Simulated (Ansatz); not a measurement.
**Na2CoClO3: input and output**

The input, for Ansatz 0.2.0 (plane waves, PAW):

```yaml
crystal:
  lattice:
    - [3.686145, 0.0, 0.0]
    - [0.0, 3.686145, 0.0]
    - [0.0, 0.0, 13.515199]
  atoms:
    - { symbol: O, position: [0.25, 0.25, 0.0745] }
    - { symbol: O, position: [0.75, 0.75, 0.9255] }
    - { symbol: Co, position: [0.25, 0.25, 0.2069] }
    - { symbol: Co, position: [0.75, 0.75, 0.7931] }
    - { symbol: Na, position: [0.75, 0.75, 0.3442] }
    - { symbol: Na, position: [0.25, 0.25, 0.6558] }
    - { symbol: Na, position: [0.75, 0.75, 0.0981] }
    - { symbol: Na, position: [0.25, 0.25, 0.9019] }
    - { symbol: Cl, position: [0.25, 0.25, 0.4247] }
    - { symbol: Cl, position: [0.75, 0.75, 0.5753] }
    - { symbol: O, position: [0.25, 0.75, 0.2296] }
    - { symbol: O, position: [0.75, 0.25, 0.2296] }
    - { symbol: O, position: [0.75, 0.25, 0.7704] }
    - { symbol: O, position: [0.25, 0.75, 0.7704] }
  symmetry: { tolerance: 0.0003 }
kpoints:
  mp_grid: { grid: [9, 9, 3], shift: [0, 0, 0] }
  band_path:
    path:
      - [0.0, 0.0, 0.0]
      - [0.0, 0.5, 0.0]
      - [0.5, 0.5, 0.0]
      - [0.0, 0.0, 0.0]
      - [0.0, 0.0, 0.5]
      - [0.0, 0.5, 0.5]
      - [0.5, 0.5, 0.5]
      - [0.0, 0.0, 0.5]
      - [0.0, 0.5, 0.0]
      - [0.0, 0.5, 0.5]
      - [0.5, 0.5, 0.0]
    npoints: 6
magnetization:
  spin_polarized: false
scf:
  occupations: { method: fermi_dirac }
  lower_state_search: "off"
  max_iter: 200
hamiltonian:
  pseudopotentials: { kind: paw }
  xc: r2scan
  hubbard:
    projectors: all-electron-ortho-atomic
    sites: [{ species: Co, l: d, u_eff: 3.23 }]
basis:
  ecutwfc: 500
  fft_grid_basis: typed
output:
  forces: true
  stress: true
  eigenvalues: true
  bader: true
  populations: true
  elf: true
  write_potential: true
  volumetric_format: npy
  dos:
    e_range: [-12, 8]
    de: 0.05
    projected: { site_lists: { Cl: [Cl], Co: [Co], Na: [Na], O: [O] } }
checkpoint:
  read: saved_state
```

The saved state is an earlier solution for the same cell, perhaps on another mesh. 

Output (shortened):

```
SCF iter   1: F=-21790.9991 eV  Δρ=2.27e-2  dr2=5.07e-1  dr2_τ=1.09e-1
SCF iter   2: F=-21791.4410 eV  Δρ=6.06e-3  dr2=3.87e-2  dr2_τ=6.57e-3
SCF iter   3: F=-21791.3011 eV  Δρ=1.00e-2  dr2=1.83e-1  dr2_τ=2.53e-3
SCF iter   4: F=-21791.4708 eV  Δρ=1.84e-3  dr2=4.28e-3  dr2_τ=2.04e-4
SCF iter   5: F=-21791.4735 eV  Δρ=6.52e-4  dr2=1.03e-3  dr2_τ=7.05e-5
SCF iter   6: F=-21791.4730 eV  Δρ=6.01e-4  dr2=1.54e-3  dr2_τ=3.00e-5
SCF iter   7: F=-21791.4729 eV  Δρ=7.59e-4  dr2=1.58e-3  dr2_τ=2.01e-5
SCF iter   8: F=-21791.4743 eV  Δρ=1.53e-4  dr2=7.20e-5  dr2_τ=5.27e-6
SCF iter   9: F=-21791.4744 eV  Δρ=2.07e-4  dr2=5.42e-5  dr2_τ=3.18e-6
SCF iter  10: F=-21791.4744 eV  Δρ=1.11e-4  dr2=1.73e-5  dr2_τ=1.24e-6
SCF iter  11: F=-21791.4744 eV  Δρ=4.11e-5  dr2=2.30e-6  dr2_τ=3.12e-7
SCF iter  12: F=-21791.4744 eV  Δρ=3.51e-5  dr2=2.58e-6  dr2_τ=1.54e-7
SCF iter  13: F=-21791.4744 eV  Δρ=1.40e-5  dr2=2.46e-7  dr2_τ=2.19e-8
SCF iter  14: F=-21791.4744 eV  Δρ=6.89e-6  dr2=6.19e-8  dr2_τ=5.54e-9
Free energy (F): -21791.4744 eV
Harris-Foulkes:  -21791.4744 eV  (|F-HF|=3.40e-8)
Internal energy: -21790.8823 eV  (E = F + TS)
E sigma→0 (E₀):  -21791.1783 eV
Entropy (-TS):   -0.5921 eV (-42.296 meV/atom)
Fermi energy:    4.2578 eV
--- Per-component energies (eV) ---
  E_band       = -1926.3501
  E_kinetic    = 2748.0176
  E_local      = -19233.5245  (includes V_loc(G=0)·N_el)
  E_nonlocal   = 1709.0527
  E_hartree    = 7869.6489
  E_xc         = -1104.7761
  E_vxc        = -1575.8454  (∫ρ·V_xc dr)
  E_hubbard    = 4.3527  (on-site DFT+U / exact-exchange correction)
  E_vhub       = -14.5434  (the Hubbard potential's part of the band-sum identity)
  E_paw        = -6392.2161  (= ΣΔE_a)
  E_vpaw       = -1402.9528  (= ΣTr[D̂ρ^β])
  E_aug_tail   = 0.0061  (compensation charges beyond the density's cutoff)
  E_vtau       = 104.1221  (kinetic-family band-sum trace: ∫τ·v_τ [+ j·A + Jᵃ·Aᵃ] dr)
  E_ewald      = -7390.2836
  E_core_change = -1.1599  (= ΣΔE_core)
  E_smearing   = -0.5921  (= −TS)
--- Stress (GPa, compression-positive) ---
       -3.2860       0.0000       0.0000
        0.0000      -3.2860       0.0000
        0.0000       0.0000      -4.1948
  P = ⅓ Tr σ = -3.5890 GPa (-35.890 kbar)
--- Bader charges: 14 sites ---
  site symbol  charge [e]  shift [e]
     0      O     -0.8726     0.0024
     1      O     -0.8726     0.0024
     2     Co      1.5577     0.0082
     3     Co      1.5577     0.0082
     4     Na      0.8813     0.0005
     5     Na      0.8813     0.0005
     6     Na      0.8907     0.0004
     7     Na      0.8907     0.0004
     8     Cl     -0.5499     0.0002
     9     Cl     -0.5499     0.0002
    10      O     -0.9536     0.0025
    11      O     -0.9536     0.0025
    12      O     -0.9536     0.0025
    13      O     -0.9536     0.0025
```

Origin: a known structure type with other elements, at an estimated volume, so it need not be a known compound. Caveats: no spin polarisation, so a magnetic state may lie lower; atoms or cell far from equilibrium.
